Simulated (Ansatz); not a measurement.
CuI (zinc blende)

```
CELL_PARAMETERS angstrom
      0.00000     2.96952     2.96952
      2.96952     0.00000     2.96952
      2.96952     2.96952     0.00000
ATOMIC_POSITIONS crystal
  I  0.75000 0.75000 0.75000
  Cu 0.00000 0.00000 0.00000
```

The slice is a {100} plane (indices of the conventional cell) through the point (0.750, 0.750, 0.750) (fractional), spanned by u = [100] and v = [0 1 -1] in vectors of this cell: u (4.20 Å) and v (4.20 Å, at 90° to u). It covers one period; positions are fractions (u, v).

All values below come from PBEsol (plane waves to 420 eV, PAW, scalar-relativistic; Ansatz, an electronic-structure program). k mesh 10×10×10. Near the nuclei the fields are pseudised (PAW); where an atom keeps semicore shells as valence, they peak there. CuI is run without spin polarisation. CuI was relaxed with its symmetry unable to fall. Spin-orbit coupling is left out, though I is heavy. The PAW data are Ansatz's earlier set.

Problem. Predict the map of the density of the highest valence band (whole band, smooth part) on the slice.

Solution. 
| v \ u | 0.00 | 0.10 | 0.20 | 0.30 | 0.40 | 0.50 | 0.60 | 0.70 | 0.80 | 0.90 |
|---|---|---|---|---|---|---|---|---|---|---|
| 0.90 | 0.002 | 0.014 | 0.044 | 0.021 | 0.008 | 0.006 | 0.008 | 0.021 | 0.044 | 0.014 |
| 0.80 | 0.040 | 0.044 | 0.032 | 0.013 | 0.006 | 0.005 | 0.006 | 0.013 | 0.032 | 0.044 |
| 0.70 | 0.024 | 0.021 | 0.013 | 0.006 | 0.003 | 0.002 | 0.003 | 0.006 | 0.013 | 0.021 |
| 0.60 | 0.008 | 0.008 | 0.006 | 0.003 | 0.001 | 0.001 | 0.001 | 0.003 | 0.006 | 0.008 |
| 0.50 | 0.006 | 0.006 | 0.005 | 0.002 | 0.001 | 0.000 | 0.001 | 0.002 | 0.005 | 0.006 |
| 0.40 | 0.008 | 0.008 | 0.006 | 0.003 | 0.001 | 0.001 | 0.001 | 0.003 | 0.006 | 0.008 |
| 0.30 | 0.024 | 0.021 | 0.013 | 0.006 | 0.003 | 0.002 | 0.003 | 0.006 | 0.013 | 0.021 |
| 0.20 | 0.040 | 0.044 | 0.032 | 0.013 | 0.006 | 0.005 | 0.006 | 0.013 | 0.032 | 0.044 |
| 0.10 | 0.002 | 0.014 | 0.044 | 0.021 | 0.008 | 0.006 | 0.008 | 0.021 | 0.044 | 0.014 |
| 0.00 | 0.002 | 0.002 | 0.040 | 0.024 | 0.008 | 0.006 | 0.008 | 0.024 | 0.040 | 0.002 |

Values: density of the highest valence band (whole band, smooth part) in e/Å³.
